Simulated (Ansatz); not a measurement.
**From three elastic constants to directional properties of ScCo**

All numbers below come from DFT LDA, scalar-relativistic, plane waves, PAW (Ansatz). Settings: 420 eV plane-wave cutoff, Γ-centred 14×14×14 mesh, Fermi-Dirac smearing of 0.15 eV. No spin polarisation.

The cell, relaxed at this level:
Space group Pm-3m (No. 221). a = 3.034 Å, b = 3.034 Å, c = 3.034 Å, α = 90.00°, β = 90.00°, γ = 90.00°
```csv
atom,site,symmetry,x,y,z
Sc,1b,m-3m,0.5000,0.5000,0.5000
Co,1a,m-3m,0.0000,0.0000,0.0000
```

In a metal, frequencies and elastic constants depend on the k mesh and the smearing, soft modes and shear constants most. Spin polarisation was left out, and a magnetic state may lie lower.

With ions relaxed, on the cubic axes: C11 = 225.3, C12 = 102.2, C44 = 55.9 GPa. The density is 6.177 g/cm³.

Problem. Is the crystal stable against strain, and how anisotropic is it?

Solution. Born's conditions hold: C11 + 2C12 = 429.7, C11 − C12 = 123.2 and C44 = 55.9 GPa are all positive. B = (C11 + 2C12)/3 = 143.2 GPa. The two shear moduli are C44 and C′ = (C11 − C12)/2 = 61.6 GPa, so Zener's ratio is A = C44/C′ = 0.91: nearly isotropic. The Cauchy pressure C12 − C44 is 46.3 GPa; it would vanish for pair forces between atoms on inversion centres at zero pressure, and a positive value is usual with metallic or many-body binding.

Problem. Give the sound speeds along the three symmetry directions.

Solution. The Christoffel equation gives ρv² for each branch:
| direction | branch | ρv² | GPa | v (m/s) |
| --- | --- | --- | --- | --- |
| [100] | L | C11 | 225.3 | 6040 |
| [100] | T (×2) | C44 | 55.9 | 3008 |
| [110] | L | (C11 + C12 + 2C44)/2 | 219.6 | 5963 |
| [110] | T, u ∥ [001] | C44 | 55.9 | 3008 |
| [110] | T, u ∥ [1-10] | (C11 − C12)/2 | 61.6 | 3157 |
| [111] | L | (C11 + 2C12 + 4C44)/3 | 217.7 | 5937 |
| [111] | T (×2) | (C11 − C12 + C44)/3 | 59.7 | 3108 |

Problem. How does Young's modulus depend on direction?

Solution. Inverting gives S11 = 6.189, S12 = -1.931, S44 = 17.899 TPa⁻¹. Along a unit vector (l, m, n), 1/E = S11 − 2(S11 − S12 − S44/2)(l²m² + m²n² + n²l²), where the last bracket is 0, 1/4 and 1/3 for [100], [110] and [111]: E = 162, 151 and 148 GPa. With A < 1 the cube edge is stiffest. For a film on (001), the biaxial modulus is C11 + C12 − 2C12²/C11 = 235 GPa and the normal strain is −2C12/C11 = -0.91 times the in-plane one.